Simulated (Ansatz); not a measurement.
AlCrGe:
```
CELL_PARAMETERS angstrom
      3.92921     0.00000     0.00000
      0.00000     3.92921     0.00000
      0.00000     0.00000     5.99653
ATOMIC_POSITIONS crystal
  Cr 0.50000 0.50000 0.00000
  Cr 0.00000 0.00000 0.00000
  Al 0.00000 0.50000 0.70338
  Al 0.50000 0.00000 0.29662
  Ge 0.50000 0.00000 0.72245
  Ge 0.00000 0.50000 0.27755
```
The run is spin-polarised; directions of the spins, atom by atom: ↓ ↑ 0 0 0 0.

Relaxed with PBE. Special points in fractions of this cell's reciprocal vectors: Γ (0.000, 0.000, 0.000); X (0.000, 0.500, 0.000); M (0.500, 0.500, 0.000); Z (0.000, 0.000, 0.500); R (0.000, 0.500, 0.500); A (0.500, 0.500, 0.500).

Question: List the band energies nearest the Fermi level at these points for the program Ansatz at the PBE level (PAW).

Answer: In eV from the Fermi level; about four levels below and three above (degenerate sets whole), none deeper than 8.9 eV; points with the same levels are listed once.

```tsv
k	below	above
Γ ↑	-2.10 -1.63 -1.50 -0.40	0.11 0.11 0.47
X ↑	-1.09 -1.00 -0.94 -0.11	0.76 0.77 1.24
M ↑	-2.69 -2.69 -1.88 -1.86 -1.13	0.26 0.26 0.63
Z ↑	-1.44 -1.44 -0.57 -0.05 -0.05	0.99 1.39 1.39
R ↑	-1.60 -1.34 -1.06 -1.02	0.72 0.96 1.01
A ↑	-2.46 -2.46 -1.66 -1.33 -1.14	0.50 0.50 0.92
```

Space group P4/nmm. The start of the workflow was typed in or built on a structure type; neither database checked (COD, Materials Project) lists it. Whether it is the stable phase at ambient conditions was not checked. The cell was relaxed with PBE under the symmetry of its start, as lowered by the spin order; its stability against distortions is not shown here. Magnetic state: antiferromagnetic, chosen from 2 collinear starts compared on coarse meshes (ties went to the first, and starts can fall back to one state), not a proven ground state. Point labels and valley counts follow the cell and symmetry of the run, lower than the named group. Scalar-relativistic: spin–orbit coupling is off unless named, which matters more the heavier the elements.

Potentials: the earlier of the program's two PAW sets.
